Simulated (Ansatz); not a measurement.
ZrPbO3:
```
ZrPbO3
1.0
    4.14129     0.00000     0.00000
    0.00000     4.14129     0.00000
    0.00000     0.00000     4.14129
Zr Pb O
1 1 3
Cartesian
  0.00000   0.00000   0.00000
  2.07064   2.07064   2.07064
  2.07064   0.00000   0.00000
  0.00000   2.07064   0.00000
  0.00000   0.00000   2.07064
```

Relaxed with PBEsol. Special points in fractions of this cell's reciprocal vectors: Γ (0.000, 0.000, 0.000); X (0.000, 0.500, 0.000); M (0.500, 0.500, 0.000); R (0.500, 0.500, 0.500).

### Question
List the band energies nearest the valence-band maximum at these points for DFT-PBEsol with spin–orbit coupling in the program Ansatz with PAW potentials.

### Answer
In eV from the valence-band maximum; about four levels below and three above (degenerate sets whole), none deeper than 8.9 eV; points with the same levels are listed once.

```json
[
 {"k": "Γ", "below": "-0.34 -0.34 -0.34 -0.34", "above": "3.67 3.67 3.67 3.67"},
 {"k": "X", "below": "-0.39 -0.39 0.00 0.00", "above": "2.01 2.01 3.74 3.74"},
 {"k": "M", "below": "-0.77 -0.77 0.00 0.00", "above": "3.16 3.16 4.89 4.89"},
 {"k": "R", "below": "-0.02 -0.02 -0.02 -0.02", "above": "4.35 4.35 6.23 6.23 6.23 6.23"}
]
```

Space group Pm-3m (cubic perovskite). The first step of the workflow began from a Materials Project structure, measured or hypothetical; the Crystallography Open Database copy checked does not list it. COD files the formula under space group No. 38, 55, so this cell is another polymorph or a model. Whether it is the stable phase at ambient conditions was not checked. Symmetry was held in the PBEsol relaxation. At this level the phase is dynamically unstable (imaginary phonons). The run is not spin-polarised.

Potentials: the later of the program's two PAW sets.
